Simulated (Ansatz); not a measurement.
**Data sheet: BiTe (DFT)**

BiTe:
```
CELL_PARAMETERS angstrom
      2.38016     1.37419     3.18124
     -2.38016     1.37419     3.18124
      0.00000    -2.74837     3.18124
ATOMIC_POSITIONS crystal
  Bi 0.50000 0.50000 0.50000
  Te 0.00000 0.00000 0.00000
```

Space group R-3m (No. 166); conventional cell a = 4.760 Å, b = 4.760 Å, c = 9.544 Å, α = 90.00°, β = 90.00°, γ = 120.00°.

Method: the program Ansatz at the LDA level (PAW). Geometry: relaxed at this level of theory. Other levels are named where they apply.

### Cell and energy

* **Volume per atom**: 31.22 Å³
* **Density**: 8.95 g/cm³
* **Formation energy from the elements (no fitted shifts)**: -0.087 eV/atom

### Electronic structure

- Electronic character = metallic (no gap)
- Density of states at the Fermi level = 0.60 states/eV per atom (mean over ±0.08 eV)

### Mechanics

- Bulk modulus (Birch–Murnaghan fit): 48.6 GPa
- Pressure derivative B′: 2.4

### Phonons

- Highest zone-centre frequency = 98 cm⁻¹
- Zone-centre stability = no imaginary mode at Γ

The first step of the workflow began from a Materials Project structure, measured or hypothetical; the Crystallography Open Database copy checked does not list it. COD files the formula under space group No. 164, 225. Whether it is the stable phase at ambient conditions was not checked. The cell was relaxed with LDA under the symmetry of its start. With an odd number of electrons in the cell and no spin polarisation, the count alone makes it a metal. As this level gives no gap, phonon frequencies hold no LO–TO term and depend on the k-mesh and smearing (Fermi–Dirac, 0.1 eV here). The references are the lowest solids computed at this level, not always the standard phases. Scalar-relativistic: spin–orbit coupling is off unless named, which matters more the heavier the elements.

Potentials: the later of the program's two PAW sets.
